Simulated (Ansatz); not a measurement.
In PBEsol (plane waves, PAW; program Ansatz), AgI in the NiAs type structure (P6_3/mmc) relaxes to a = 4.420 Å, c = 6.406 Å. Ag has 6 nearest neighbours from 3.01 Å (octahedral). Against the elements it lies at -0.14 eV/atom, with no fitted shifts.

It is gapped at this level: 0.66 eV (indirect). The valence maximum lies at M and the conduction minimum at Γ. HSE06 on the same cell gives 1.94 eV. Gap from PBEsol with spin–orbit coupling: 0.64 eV. The electron mass is 0.14 mₑ (isotropic). The hole mass is 0.18, 0.43, 3.2 mₑ (principal values).

An equation-of-state fit gives a bulk modulus of 47.2 GPa. The relaxed-ion elastic constants in GPa are C11 = 57.0, C12 = 45.6, C13 = 43.0, C33 = 51.3, C44 = 6.0. The elastic constants imply a Debye temperature near 101 K. Perturbation theory gives ε∞ = 8.36 (xx = yy), 8.27 (zz). Letting the ions move raises it to ε0 = 17.6 (xx = yy), 63.4 (zz). Born charges are Ag +1.67, I -1.67 e. Without the LO–TO term the highest mode at Γ lies at 110 cm^-1.

The start of the workflow was typed in or built on a structure type; neither database checked (COD, Materials Project) lists it. It is not the phase usual at ambient conditions (space group No. 186, 216). Symmetry was held in the PBEsol relaxation; whether a distortion lowers the energy is not shown. No spin polarisation was allowed. The references are the lowest solids computed at this level, not always the standard phases. Scalar-relativistic: spin–orbit coupling is off unless named, which matters more the heavier the elements.

Potentials: the later of the program's two PAW sets.
